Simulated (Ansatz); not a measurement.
The cell of K2CaInC6N6 is invented: cyanide-bridged rock-salt net of two metals, 2 guest cations a cell (Fm-3m, No. 225). The dimensions are guesses.

```
K Ca In C N
1.0
     0.00000    5.37350    5.37350
     5.37350    0.00000    5.37350
     5.37350    5.37350    0.00000
K Ca In C N
2 1 1 6 6
Direct
  0.25000 0.25000 0.25000
  0.75000 0.75000 0.75000
  0.00000 0.00000 0.00000
  0.50000 0.50000 0.50000
  0.80404 0.19596 0.19596
  0.19596 0.80404 0.19596
  0.19596 0.19596 0.80404
  0.19596 0.80404 0.80404
  0.80404 0.19596 0.80404
  0.80404 0.80404 0.19596
  0.69517 0.30483 0.30483
  0.30483 0.69517 0.30483
  0.30483 0.30483 0.69517
  0.30483 0.69517 0.69517
  0.69517 0.30483 0.69517
  0.69517 0.69517 0.30483
```

These are results of Ansatz, DFT PBE, scalar-relativistic, plane waves, PAW, not measurements. Cutoff 420 eV, Gaussian smearing, Γ-centred meshes. Cell and atoms relax first on a coarse mesh and then on a finer one. In between, the cell is made exact in the group found at 0.06 Å. In metals the finer mesh still leaves noise of several meV/atom or more. The steps can't lower the symmetry of their start. No spin polarisation in the relaxation; trial moments died out in a coarse test.

A guess keeps its type if space group and coordination stay and the shape of the cell changes little (axis ratios within about 15 %, angles within 6°); the volume may change.

Question: Does it keep its structure type, or change into something else?

Answer: It keeps its type. The symmetry stays Fm-3m (No. 225). The volume per atom grows by 35.1 %, from 19.4 to 26.2 Å³. The shortest distance goes from 1.17 Å (C–N) to 1.18 Å (C–N). Counting neighbours within 15 % of an atom's shortest distance, the start has C 1, Ca 6, In 6, K 24, N 1 and the end C 1, Ca 6, In 6, K 24, N 1.

The last run used a 6×6×6 mesh for its 16-atom cell and Gaussian smearing of 0.10 eV. An odd number of electrons in the primitive cell allows no gap without spin; a larger cell or a magnetic state could open one. A structure relaxed within its symmetry needn't be a true minimum.
